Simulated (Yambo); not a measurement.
How GW settings move the gap: AgBr

G0W0@LDA for AgBr (rock salt, space group Fm-3m, No. 225) in Yambo. Reference settings: 4×4×4 Γ-centred k mesh, bands 5 to 114 and a 10 Ry block in the screening, 114 bands in G with the Bruneval-Gonze terminator, plasmon pole fitted at 27.2 eV. The LDA gap L → Γ on this mesh is 0.38 eV; G0W0 gaps are taken between the same points.

```csv
change from the reference,G0W0 gap L → Γ (eV),shift of the valence edge (eV),rough Yambo cost
reference settings,1.81,-0.87,1
"73 bands in W, 73 bands in G",1.82,-0.80,within a factor of two
43 bands in G,1.83,-0.86,–
52 bands in W,1.84,-0.74,within a factor of two
8 Ry block,1.79,-0.84,within a factor of two
no terminator,1.72,-0.73,–
```

The reference isn't shown to be the converged limit. Costs are rough (shared machines), scaled to the same edge states, and given only for runs that recompute the screening.

Spin-orbit splittings are left out.

Geometry relaxed with LDA; primitive cell a = b = c = 3.9489 Å, α = β = γ = 60.00°.

A shift is the quasiparticle energy of the state minus its LDA energy.
